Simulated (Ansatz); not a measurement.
Values for one crystal, relaxed and computed with PBEsol (plane waves, PAW; program Ansatz); other levels are named.

- Volume per atom = 8.77 Å³
- Electronic character = metallic (no gap)
- Formation energy from the elements (no fitted shifts) = 5.3 kJ/mol-atom
- Density of states at the Fermi level = 1.1 states/eV per atom (mean over ±0.08 eV)

Which of these materials gives this?
A. NbC2, MoSi2 or CaC2 type
B. ScAl3C3, P6_3/mmc (Pearson symbol hP14)
C. LaC, rock salt
D. Co3C, Pnma (Co on 8d, Co on 4c, C on 4c)

D, Co3C, Pnma (Co on 8d, Co on 4c, C on 4c)

The workflow started from a Materials Project entry (that database holds measured and hypothetical structures alike); the Crystallography Open Database copy checked does not list it. Whether it is the stable phase at ambient conditions was not checked. Symmetry was held in the PBEsol relaxation; its stability against distortions is not shown here. Magnetic state: ferromagnetic, the only order run, not a proven ground state. The references are the lowest solids computed at this level, not always the standard phases.

Potentials: the later of the program's two PAW sets.
